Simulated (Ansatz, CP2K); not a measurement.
# NbSi: 4 runs at one level of theory

```
Nb Si
1.0
     3.15644    0.00000    0.00000
     0.00000    3.15644    0.00000
     0.00000    0.00000    3.15644
Nb Si
1 1
Direct
  0.00000 0.00000 0.00000
  0.50000 0.50000 0.50000
```

The cell comes from a database or a generator and needn't be the stable form of this composition.

Alike in all runs: task equation of state; functional PBE; k mesh 8 × 8 × 8; occupations fermi-dirac, width 0.05 eV; no spin polarisation; no spin-orbit coupling.

| program and potentials | plane-wave cutoff (eV) | notes | equilibrium volume (Å³/atom) | bulk modulus (GPa) |
| --- | --- | --- | --- | --- |
| Ansatz, Ansatz PAW | 420 | - | 15.72 | 169.1 |
| Ansatz, all-electron LAPW, scalar-relativistic | - | - | 15.72 | 169.0 |
| Ansatz, Ansatz PAW (earlier soft set) | 420 | - | 15.72 | 169.2 |
| CP2K, POTENTIAL_UZH Nb GTH-PBE-q13, Si GTH-PBE-q4; TZVP-MOLOPT-PBE-GTH basis | - | atomic basis | 15.77 | 168.1 |

The equilibrium volume spans 15.72 (Ansatz, all-electron LAPW, scalar-relativistic) to 15.77 Å³/atom (CP2K, POTENTIAL_UZH Nb GTH-PBE-q13, Si GTH-PBE-q4; TZVP-MOLOPT-PBE-GTH basis), with all-electron results at 15.72. The bulk modulus spans 168.1 (CP2K, POTENTIAL_UZH Nb GTH-PBE-q13, Si GTH-PBE-q4; TZVP-MOLOPT-PBE-GTH basis) to 169.2 GPa (Ansatz, Ansatz PAW (earlier soft set)), with all-electron results at 169.0. Rows in atomic bases carry the error of their basis and grid, which can be large.

Differences between rows come from potentials, basis sets and numerical settings, since the functional is the same but for its coding. Runs on potential files found faulty are left out.
